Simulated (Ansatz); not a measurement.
The relaxed structure here is a generated cell of Ni: the first start was made by placing the elements on the sites of a structure type, and the end was not matched to a known phase here, so it may be hypothetical. Known forms of Ni include space group No. 225.

The end point of a relaxation of Ni. Space group P6₃/mmc (No. 194), hcp (Mg type). Level of theory: r2SCAN (plane waves to 500 eV, PAW, scalar-relativistic; Ansatz, a first-principles code).

```cif
data_Ni2
_chemical_formula_sum 'Ni2'
_space_group_name_H-M_alt 'P63/mmc'
_space_group_IT_number 194
_space_group_name_Hall '-P 6c 2c'
_cell_length_a 2.44685
_cell_length_b 2.44685
_cell_length_c 4.07304
_cell_angle_alpha 90.000
_cell_angle_beta 90.000
_cell_angle_gamma 120.000
loop_
_atom_site_label
_atom_site_type_symbol
_atom_site_symmetry_multiplicity
_atom_site_Wyckoff_symbol
_atom_site_fract_x
_atom_site_fract_y
_atom_site_fract_z
_atom_site_occupancy
Ni1 Ni 2 c 0.33333 0.66667 0.25000 1
```

**Question.** Give the magnetic moment at the level r2SCAN.

**Answer.** Net 0.71 μB/atom, ferromagnetic.

Spin state reached: ferromagnetic (net 0.71 μB/atom), from parallel starting moments; other spin orders were not run from this start. r2SCAN tends to overstate moments in metals.

The run could not lose the symmetry of its start: the end is stationary, and may be a saddle point rather than a minimum.

It was reached from a disturbed copy of a Im-3m (No. 229) cell (bcc (W type)), against which it lies -0.07 eV/atom.
